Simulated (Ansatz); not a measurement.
MnIr in space group P4/mmm (No. 123; Mn on 1b, Ir on 1c) at seven volumes, PBEsol (plane waves, PAW; program Ansatz), shape and atoms relaxed at each. One row is withheld.

| V (Å³/atom) | P (GPa) |
|---|---|
| 11.686 | 32.03 |
| 12.071 | 19.45 |
| 12.456 | 8.87 |
| 12.841 | 0.00 |
| 13.227 | -7.40 |
| 13.612 | -13.52 |
| 13.997 | ? |

Fit the shown pressures and predict the withheld one.

P = (3/2)B₀(x^(7/2) − x^(5/2))[1 + (3/4)(B′ − 4)(x − 1)] with x = (V₀/V)^(2/3). Least squares on the six rows gives V₀ = 12.842 Å³/atom, B₀ = 269 GPa, B′ = 4.95. At V = 13.997, x = 0.9442 and P = -18.73 GPa. The run itself gave -18.59 GPa.

The workflow started from an entry of the Crystallography Open Database (COD). Its standing as an ambient phase is unchecked. Symmetry was held in the PBEsol relaxation, as lowered by the spin order; whether a distortion lowers the energy is not shown. Magnetic state: antiferromagnetic, chosen from 5 collinear starts compared on coarse meshes (ties went to the first, and starts can fall back to one state), not a proven ground state. Spin–orbit coupling is left out wherever it is not named.

Potentials: the later of the program's two PAW sets.
